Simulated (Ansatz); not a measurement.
Ba2O in space group R-3m (No. 166; Ba on 6c, O on 3a) under volume change, PBEsol in the plane-wave PAW code Ansatz, shape and atoms relaxed at each volume.

```
V (Å³/atom)  E − E(relaxed) (meV/atom)  P (GPa)
-----------  -------------------------  -------
28.654                            24.9     3.05
29.599                            10.5     1.87
30.543                             2.5     0.86
31.488                             0.0     0.00
32.432                             2.2    -0.75
33.377                             8.4    -1.36
34.322                            18.0    -1.87
```

Problem. What does a third-order Birch–Murnaghan fit give for V₀, B₀ and B′?

Solution. V₀ = 31.48 Å³/atom, B₀ = 26.3 GPa, B′ = 4.5.

The start of the workflow was typed in or built on a structure type; neither database checked (COD, Materials Project) lists it. Its standing as an ambient phase is unchecked. Symmetry was held in the PBEsol relaxation; its stability against distortions is not shown here. The volume moved by -23 % from the start of the relaxation. Spin–orbit coupling is left out wherever it is not named.

Potentials: the earlier of the program's two PAW sets. The files were generated under PBE; for other functionals the program regenerates the frozen cores, and for LDA and PBEsol the local potential too.
